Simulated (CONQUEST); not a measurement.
Set-up for a self-consistent single point of CsPbCl3 (Pm-3m, 5 atoms in the cell; from Materials Project mp-23037, changed as shown).

```xyz
5
Lattice="5.5662 0.0000 0.0000 0.0000 5.5662 0.0000 0.0000 0.0000 5.5662" Properties=species:S:1:pos:R:3 pbc="T T T"
Cs     0.0000     0.0000     0.0000
Pb     2.7831     2.7831     2.7831
Cl     0.0000     2.7831     2.7831
Cl     2.7831     0.0000     2.7831
Cl     2.7831     2.7831     0.0000
```

Level of theory: PBE, numerical atomic orbitals double-zeta with polarisation (the shipped basis), PseudoDojo norm-conserving potentials made for PBE (CONQUEST 1.3).

CONQUEST settings:

```
key                                             value
---------------------  ------------------------------
basis                                             DZP
Diag.MPMeshX, Y, Z                              4 4 4
potentials             PseudoDojo norm-conserving PBE
Grid.GridCutoff                                175 Ha
DM.SolutionMethod                              diagon
Diag.kT                                   0.001837 Ha
Diag.GammaCentred                                true
minE.SCTolerance                              1.0e-07
SC.MaxIters                                       100
SC.LinearMixingFactor                             0.3
AtomMove.TypeOfRun                             static
```

Results:

```
Quantity                                                  Value
------------------------------------------------  -------------
Number of valence electrons                                  44
Number of bands                                              71
Number of k-points after the program's reduction             51
Size of the basis                                            71
Number of SCF iterations                                     10
FFT grid                                           64 × 64 × 64
Free energy E − TS                                -3896.4643 eV
Top of the valence band (on the code's own zero)       -5.21 eV
Gap on the k-point mesh                                 1.87 eV
Pressure                                               2.67 GPa
```

Stress (GPa, positive for compression):
```
2.67  0.00  0.00
0.00  2.67  0.00
0.00  0.00  2.67
```

The gap is read on the k-point mesh of the run and can differ from the gap over the whole zone at this level.

For comparison: a first run was changed to give this one (lattice scaled by 0.98), and from it to this one the free energy goes up by 23.0 meV/atom, the pressure goes from 0.85 to 2.67 GPa and the gap on the mesh goes from 2.117 to 1.868 eV.

Spin-orbit coupling is left out, which matters for bands and gaps with elements this heavy. The program uses no crystal symmetry, so grid and mesh can part values that symmetry would make equal. The atom-centred basis is finite, which shifts total energies, pressures and gaps against plane waves. The structure comes from a collection of computed structures, made at another level of theory; the collection holds predicted forms beside known ones.

Cost on one core: very roughly 2.7 core-minutes.
